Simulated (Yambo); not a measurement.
G0W0@LDA for Si (diamond, space group Fd-3m, No. 227) in Yambo. Reference settings: 4×4×4 Γ-centred k mesh, 148 bands and a 14 Ry block in the screening, 148 bands in G with the Bruneval-Gonze terminator, plasmon pole fitted at 27.2 eV. The LDA gap Γ → X on this mesh is 0.58 eV; G0W0 gaps are taken between the same points.

Gap (Γ → X) in eV against the number of bands and the screening block, terminator on:

```
bands (W and G)   2 Ry   5 Ry   8 Ry  11 Ry  14 Ry
---------------  -----  -----  -----  -----  -----
23               1.045  1.218  1.265  1.270  1.271
47               1.017  1.220  1.289  1.298  1.302
76               1.014  1.222  1.305  1.319  1.326
112              1.014  1.224  1.315  1.332  1.342
148              1.014  1.225  1.318  1.337  1.350
```

Rough cost of the Yambo step against the reference (shared machines):

| bands (W and G) | 2 Ry | 5 Ry | 8 Ry | 11 Ry | 14 Ry |
|---|---|---|---|---|---|
| 23 | 1/30 | 1/20 | 1/10 | 1/9 | 1/4 |
| 47 | 1/30 | 1/20 | 1/10 | 1/7 | 1/3 |
| 76 | 1/20 | 1/20 | 1/8 | 1/5 | ~1 |
| 112 | 1/20 | 1/20 | 1/6 | 1/3 | ~1 |
| 148 | 1/10 | 1/7 | 1/4 | 1/3 | 1 |

At the largest block the last step in bands moves the gap by 0.008 eV; at the most bands the last step in the block moves it by 0.013 eV.

The mesh misses a band edge: along a dense path the LDA gap is 0.45 eV against 0.58 eV on the mesh.

Geometry relaxed with LDA; primitive cell a = b = c = 3.815 Å, α = β = γ = 60.00°.
